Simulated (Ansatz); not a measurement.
Cd5Te4S in space group R3m (No. 160; Pearson symbol hR10), DFT-PBEsol in the program Ansatz with PAW potentials. The conduction-band minimum lies at Γ, with 1 equivalent valley. Second derivatives d²E/dk² of the lowest band at one valley (eV·Å²), along Cartesian directions:

```json
[
 {"direction": "[100]", "d²E/dk²": "166.1"},
 {"direction": "[010]", "d²E/dk²": "166.1"},
 {"direction": "[001]", "d²E/dk²": "122.6"},
 {"direction": "[110]", "d²E/dk²": "166.1"},
 {"direction": "[101]", "d²E/dk²": "144.4"},
 {"direction": "[011]", "d²E/dk²": "144.4"}
]
```

Question: Find the principal effective masses, the density-of-states mass and the conductivity mass.

Answer: Off-diagonal terms follow from H_xy = H[110] − (H_xx + H_yy)/2, and m*/mₑ = 7.620 eV·Å² over each eigenvalue: 0.046, 0.046, 0.062. One valley's DOS mass (m₁m₂m₃)^(1/3) = 0.051, conductivity mass 3/(Σ 1/mᵢ) = 0.050 mₑ.

Question: What effective density of states Nc follows at 300 K for parabolic valleys?

Answer: Nc = 2.509e19 × 1 × (0.051)^(3/2) ≈ 2.9e17 cm⁻³.

The first step of the workflow began from a Materials Project structure, measured or hypothetical; the Crystallography Open Database copy checked does not list it. Whether it is the stable phase at ambient conditions was not checked. The PBEsol relaxation kept the symmetry of its start; whether a distortion lowers the energy is not shown. Spin–orbit coupling is left out wherever it is not named.

Potentials: the later of the program's two PAW sets.

Edges and masses are those of Kohn–Sham bands, whose gap is no quasiparticle gap.
